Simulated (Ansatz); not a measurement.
A generated cell, not matched to a known phase here, of MgBr$_{2}$: P4₂/mnm (No. 136), tP6, rutile type; a = 6.3912 Å, b = 6.3912 Å, c = 3.9371 Å, α = 90.00°, β = 90.00°, γ = 90.00°; Mg 2a (0.000, 0.000, 0.000); Br 4f (0.304, 0.304, 0.000). Computed with r2SCAN (plane waves to 500 eV, PAW, scalar-relativistic; Ansatz, an electronic-structure program). Element references, the lowest calculated here: Mg (P6₃/mmc), Br (Cmce).

Total energies (eV/atom, σ → 0; comparable only within this code, potentials and settings):

```
phase            E (eV/atom)
---------------  -----------
MgBr2 (P4₂/mnm)    -2505.701
Mg (P6₃/mmc)       -1926.407
Br (Cmce)          -2792.859
```

Task: What is the formation energy of this P4₂/mnm form of MgBr2 from the elements?

Result: E_f = -2505.701 − [1 × (-1926.407) + 2 × (-2792.859)] / 3 = -1.66 eV/atom (-5.0 eV per formula unit).

A lower structure of this composition may exist.

Static energies, no anion corrections, no zero-point energy. Values are rounded to 0.01 eV/atom. Not shown to be the ambient phase of their composition (a lower form may be missing, and a cell relaxed within its start's symmetry can be a saddle point): MgBr2 (P4₂/mnm). The compounds carry no spin polarisation.
